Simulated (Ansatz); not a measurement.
ZnCdTeSe: computed property card

ZnCdTeSe:
```cif
data_CdSeTeZn
_chemical_formula_sum 'Zn1 Cd1 Te1 Se1'
_space_group_name_H-M_alt 'P 1'
_space_group_IT_number 1
_cell_length_a 4.26087
_cell_length_b 4.26087
_cell_length_c 7.12467
_cell_angle_alpha 89.999
_cell_angle_beta 90.001
_cell_angle_gamma 120.005
loop_
_space_group_symop_operation_xyz
  'x, y, z'
loop_
_atom_site_label
_atom_site_type_symbol
_atom_site_fract_x
_atom_site_fract_y
_atom_site_fract_z
_atom_site_occupancy
Zn1 Zn 0.66671 0.33329 0.98490 1
Cd1 Cd 0.33330 0.66670 0.52335 1
Te1 Te 0.66662 0.33338 0.35323 1
Se1 Se 0.33337 0.66663 0.89050 1
```

Space group P3m1 (No. 156); conventional cell a = b = 4.261 Å, c = 7.125 Å, α = β = 90.00°, γ = 120.00°.

Method: the program Ansatz at the PBEsol level (PAW). The cell and atoms are relaxed at this level. Other levels are named where they apply.

### Cell and energy

Volume per atom: 28.00 Å³
Density: 5.70 g/cm³
Formation energy from the elements (no fitted shifts): -428 meV/atom

### Electronic structure

- Electronic character = no gap, with almost no states at the Fermi level (zero-gap or semimetallic)
- Density of states at the Fermi level = 0.01 states/eV per atom (mean over ±0.08 eV)

### Mechanics

Bulk modulus (Birch–Murnaghan fit): 47.4 GPa
Pressure derivative B′: 4.4

The workflow started from a Materials Project entry (that database holds measured and hypothetical structures alike); the Crystallography Open Database copy checked does not list it. Whether it is the stable phase at ambient conditions was not checked. Symmetry was held in the PBEsol relaxation; its stability against distortions is not shown here. Point labels and valley counts follow the cell and symmetry of the run, lower than the named group. The references are the lowest solids computed at this level, not always the standard phases. Spin–orbit coupling is left out wherever it is not named.

Potentials: the later of the program's two PAW sets.
